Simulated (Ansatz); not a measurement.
Given:

Relaxed C (diamond):

```
C
1.0
    0.00000     3.57157     3.57157
    1.78578     0.00000     1.78578
    1.78578     1.78578     0.00000
C
4
Direct
  0.25000   0.50000   0.50000
  0.75000   0.50000   0.50000
  0.37500   0.75000   0.75000
  0.87500   0.75000   0.75000
```

The atoms are displaced by Q × the pattern below (from a DFPT mode at L = (0.5, 0.0, 0.0), largest move 1; Q in Å), at fixed cell. (q is in reciprocal vectors of the primitive cell; the cell shown is doubled to hold the pattern.)

```
atom       x       y       z
----  ------  ------  ------
C1    -0.577   0.577   0.577
C2     0.577  -0.577  -0.577
C3     0.577  -0.577  -0.577
C4    -0.577   0.577   0.577
```

All values below come from PBE (plane waves to 420 eV, PAW, scalar-relativistic; Ansatz, an electronic-structure program). k mesh 8×16×16 (Γ-centred), Fermi-Dirac smearing 0.05 eV. The energy includes the smearing's −TS. C was relaxed with its symmetry unable to fall. ΔE is measured from the undisplaced structure.

The scan covers Q from -0.100 to 0.100 Å in 13 points.

Question: Is this a single well or a double well?

Answer: A single well with its minimum at or next to zero displacement.

Question: Which space group does the distorted structure have?

Answer: R-3m (No. 166), lowered from Fd-3m.

Question: What is the energy change at Q = 0.100 Å?

Answer: 1345 meV/cell.

Question: What harmonic wavenumber does the curvature at Q = 0 give?

Answer: 1246 cm⁻¹.

(For displaced atoms, the force is minus the slope of the energy, and its curvature is a force constant, which sets phonon frequencies.)
